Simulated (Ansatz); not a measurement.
Ti (hcp, Mg type)

```xyz
2
Lattice="2.9004 0.0000 0.0000 -1.4502 2.5118 0.0000 0.0000 0.0000 4.5902" Properties=species:S:1:pos:R:3 pbc="T T T"
Ti     0.0000     1.6745     3.4427
Ti     1.4502     0.8373     1.1476
```

E(V) scan at fixed shape, V₀ the volume above. Symmetry pins the atoms to their sites.

These are PBEsol (plane waves to 420 eV, PAW, scalar-relativistic; Ansatz, a quantum-chemistry and plane-wave program) values and carry that method's errors. k mesh 18×18×10 (Γ-centred), Fermi-Dirac smearing 0.05 eV. Stress and pressure are positive under compression. The PAW data are Ansatz's earlier set. Ti is run without spin polarisation. Ti was relaxed with its symmetry unable to fall.

At one point of the scan the stress tensor (GPa) is:

```
   11.4      0.0      0.0
    0.0     11.4      0.0
    0.0      0.0     11.8
```

Task: Which point is it?
(A) V/V₀ = 0.920
(B) V/V₀ = 0.867
(C) V/V₀ = 0.947
(D) V/V₀ = 0.893

Result: A, V/V₀ = 0.920

(A scan under strain: stresses follow from slopes of the energy per volume, elastic moduli from its curvatures.)
